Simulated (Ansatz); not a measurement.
A bilayer cut from bulk MoS2 (2H-MoS2 type, space group P6_3/mmc), in the bulk's stacking and in-plane cell, with 15 Å of vacuum. The upper layer (atoms 4 to 6) slides over the lower.

```
CELL_PARAMETERS angstrom
      3.17320     0.00000     0.00000
      1.58660     2.74807     0.00000
      0.00000     0.00000    24.33016
ATOMIC_POSITIONS crystal
  S  0.33333 0.33333 0.30826
  Mo 0.66667 0.66667 0.37221
  S  0.33333 0.33333 0.43615
  S  0.66667 0.66667 0.56385
  Mo 0.33333 0.33333 0.62779
  S  0.66667 0.66667 0.69174
```

In-plane vectors a = (3.173, 0.000) Å, b = (1.587, 2.748) Å, area 8.72 Å². The shift is s times the vector a + b (length 5.496 Å), so s = 1 restores the start. Atoms relax along the normal only. γ = [E(shift) − E(0)] / area.

Method: r2SCAN+rVV10 (plane waves to 500 eV, PAW, scalar-relativistic; Ansatz, an electronic-structure program). k mesh 12×12×1 (Γ-centred), Fermi-Dirac smearing 0.05 eV. Energies are extrapolated to zero smearing. MoS2 is run without spin polarisation. MoS2 was relaxed with its symmetry unable to fall. The PAW data are Ansatz's earlier set. γ is measured from zero shift.

| s | γ (mJ/m²) |
|---|---|
| 0.000 | 0 |
| 0.083 | 17 |
| 0.167 | 36 |
| 0.250 | 36 |
| 0.333 | 28 |
| 0.417 | 46 |
| 0.500 | 85 |
| 0.583 | 114 |
| 0.667 | 125 |
| 0.750 | 114 |
| 0.833 | 79 |
| 0.917 | 27 |

**Question.** Does γ have a local minimum between the ends of the line, and at which s?

**Answer.** s = 0.333.

**Question.** Which barrier is met on the easier way from s = 0 (or 1) to s = 0.333?

**Answer.** 36 mJ/m².

**Question.** By a periodic cubic spline through the points, what shear stress does the steepest rise of γ from s = 0 correspond to?

**Answer.** 0.55 GPa. A slope of 1 mJ/m² per Å is 0.01 GPa.

(The slope of γ gives the shear force per area between the displaced halves; near zero shift its curvature is an elastic stiffness.)
